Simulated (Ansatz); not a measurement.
Relaxed In₂Si₂O₇ (space group C2/m):

```yaml
crystal:
  lattice:
    - [3.28273, -4.27851, 0.00000]
    - [3.28273, 4.27851, 0.00000]
    - [-1.01619, 0.00000, 4.57490]
  atoms:
    - { symbol: In, position: [0.30705, 0.69295, 0.00000] }
    - { symbol: In, position: [0.69295, 0.30705, 0.00000] }
    - { symbol: Si, position: [0.22283, 0.22283, 0.41060] }
    - { symbol: Si, position: [0.77717, 0.77717, 0.58940] }
    - { symbol: O, position: [0.92086, 0.60611, 0.78081] }
    - { symbol: O, position: [0.07914, 0.39389, 0.21919] }
    - { symbol: O, position: [0.39389, 0.07914, 0.21919] }
    - { symbol: O, position: [0.60611, 0.92086, 0.78081] }
    - { symbol: O, position: [0.00000, 0.00000, 0.50000] }
    - { symbol: O, position: [0.60697, 0.60697, 0.28170] }
    - { symbol: O, position: [0.39303, 0.39303, 0.71830] }
```

The atoms are displaced by Q × the pattern below (from a DFPT mode at Γ, largest move 1; Q in Å), at fixed cell.

```
atom       x       y       z
----  ------  ------  ------
In1   -0.237   0.000  -0.395
In2   -0.237   0.000  -0.395
Si3    0.671   0.000   0.153
Si4    0.671   0.000   0.153
O5     0.242   0.522   0.818
O6     0.242   0.522   0.818
O7     0.242  -0.522   0.818
O8     0.242  -0.522   0.818
O9     0.628   0.000   0.504
O10   -0.275   0.000   0.676
O11   -0.275   0.000   0.676
```

Calculation: LDA (plane waves to 420 eV, PAW, scalar-relativistic; Ansatz, an electronic-structure program). k mesh 5×5×6 (Γ-centred), Fermi-Dirac smearing 0.05 eV. E stands for the smeared free energy. In2Si2O7 was relaxed with its symmetry unable to fall. The zero of ΔE is the undisplaced structure.

```tsv
Q (Å)	ΔE (meV/cell)
-0.1000	withheld
-0.0833	146.9
-0.0667	94.1
-0.0500	52.9
-0.0333	23.5
-0.0167	5.9
0.0000	0.0
0.0167	5.9
0.0333	23.5
0.0500	52.9
0.0667	94.1
0.0833	146.9
0.1000	withheld
```

Task: Fit an even polynomial form (powers 2, 4) to the given rows and predict ΔE at Q = -0.1000.

Result: Least squares on the 11 given rows: ΔE = (21150)·Q² + (3153)·Q⁴, in meV/cell with Q in Å; root-mean-square residual 0.03 meV/cell. At -0.1000 the fit gives 211.8 meV/cell; the calculation gives 211.5 meV/cell, so the extrapolation is off by 0.3 (+0.1 %). The quadratic term alone would give 211.5 meV/cell.

(For displaced atoms, the force is minus the slope of the energy, and its curvature is a force constant, which sets phonon frequencies.)
